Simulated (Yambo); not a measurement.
Absorption of CaO2H2 (space group P-3m1, No. 164) with and without the electron-hole interaction (Yambo, PBEsol bands; 9×9×6 mesh, 5 valence and 5 conduction bands, static screening with 30 bands and a 3 Ry block, scissor 2.46 eV, Tamm-Dancoff; field along x). Axes are Cartesian, with cell vectors (Å) (3.58, 0.00, 0.00), (-1.79, 3.10, 0.00), (0.00, 0.00, 4.76).

| E (eV) | Im ε, BSE | Im ε, independent quasiparticles |
|---|---|---|
| 4.92 | 0.20 | 0.03 |
| 5.02 | 0.24 | 0.03 |
| 5.12 | 0.30 | 0.03 |
| 5.22 | 0.37 | 0.03 |
| 5.32 | 0.48 | 0.04 |
| 5.42 | 0.66 | 0.04 |
| 5.52 | 0.96 | 0.04 |
| 5.62 | 1.54 | 0.05 |
| 5.72 | 2.74 | 0.05 |
| 5.82 | 5.05 | 0.05 |
| 5.92 | 6.09 | 0.06 |
| 6.02 | 3.93 | 0.07 |
| 6.12 | 2.56 | 0.08 |
| 6.22 | 2.37 | 0.09 |
| 6.32 | 2.66 | 0.11 |
| 6.42 | 2.13 | 0.13 |
| 6.52 | 1.61 | 0.18 |
| 6.63 | 1.60 | 0.25 |
| 6.73 | 1.96 | 0.28 |
| 6.83 | 2.20 | 0.32 |
| 6.93 | 2.46 | 0.46 |
| 7.03 | 2.91 | 0.69 |
| 7.13 | 3.16 | 0.77 |
| 7.23 | 2.90 | 0.79 |
| 7.33 | 2.66 | 0.89 |
| 7.43 | 2.86 | 0.87 |
| 7.53 | 3.67 | 0.88 |
| 7.63 | 5.02 | 0.85 |
| 7.73 | 4.41 | 0.84 |
| 7.83 | 2.65 | 0.93 |
| 7.93 | 1.73 | 1.14 |
| 8.03 | 1.38 | 1.40 |
| 8.13 | 1.30 | 1.24 |
| 8.23 | 1.35 | 1.05 |
| 8.33 | 1.42 | 1.03 |
| 8.43 | 1.63 | 1.20 |
| 8.53 | 1.59 | 1.35 |
| 8.63 | 1.56 | 1.42 |
| 8.73 | 1.68 | 1.68 |
| 8.83 | 1.87 | 1.83 |
| 8.93 | 1.80 | 2.00 |
| 9.03 | 1.78 | 2.23 |
| 9.13 | 1.58 | 2.31 |
| 9.23 | 1.58 | 2.33 |
| 9.34 | 1.52 | 2.56 |
| 9.44 | 1.49 | 2.89 |
| 9.54 | 1.21 | 3.14 |
| 9.64 | 1.06 | 3.05 |
| 9.74 | 0.95 | 3.01 |
| 9.84 | 0.96 | 3.16 |
| 9.94 | 1.02 | 3.30 |
| 10.04 | 1.02 | 3.26 |
| 10.14 | 1.12 | 3.22 |
| 10.24 | 1.13 | 3.12 |
| 10.34 | 1.24 | 3.05 |
| 10.44 | 1.07 | 2.96 |
| 10.54 | 0.99 | 2.87 |
| 10.64 | 0.92 | 2.75 |
| 10.74 | 0.91 | 2.64 |
| 10.84 | 1.03 | 2.44 |
| 10.94 | 0.98 | 2.10 |
| 11.04 | 1.03 | 1.83 |
| 11.14 | 1.03 | 1.68 |
| 11.24 | 1.08 | 1.59 |
| 11.34 | 0.98 | 1.57 |
| 11.44 | 0.91 | 1.59 |
| 11.54 | 0.88 | 1.54 |
| 11.64 | 0.84 | 1.52 |
| 11.74 | 0.91 | 1.62 |
| 11.84 | 0.77 | 1.75 |

The scissor comes from a G0W0 run whose convergence isn't established. Broadening 0.15 eV. The band window holds all transitions up to 12.2 eV. Fine structure above the onset can come from the mesh.

Geometry relaxed with PBE+D3(BJ); primitive cell a = b = 3.5812 Å, c = 4.7625 Å, α = β = 90.00°, γ = 120.00°.
